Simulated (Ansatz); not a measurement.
HfC (CsCl type, Pm-3m) under volume change, plane-wave PAW PBEsol (Ansatz code), scaled uniformly.

```
V (Å³/atom)  E − E(relaxed) (meV/atom)  P (GPa)
-----------  -------------------------  -------
10.740                            77.2    25.15
11.094                               …        …
11.448                             7.7     7.18
11.802                             0.0     0.00
12.156                               …        …
12.510                            26.5   -11.40
12.864                            56.8   -15.88
```

### Question
Fill in the missing entries.

### Answer

- 12.156, E − E(relaxed) (meV/atom): 7.0
- 12.156, P (GPa): -6.15
- 11.094, E − E(relaxed) (meV/atom): 32.6
- 11.094, P (GPa): 15.51

### Question
What does a third-order Birch–Murnaghan fit give for V₀, B₀ and B′?

### Answer
V₀ = 11.80 Å³/atom, B₀ = 220 GPa, B′ = 4.1.

A made-up cell: these elements were put on the sites of a structure type; neither database checked (COD, Materials Project) lists it. It is not the phase usual at ambient conditions (space group No. 225). The cell was relaxed with PBEsol under the symmetry of its start. At this level the phase is mechanically unstable. The run is not spin-polarised. Spin–orbit coupling is left out wherever it is not named.

Potentials: the later of the program's two PAW sets.
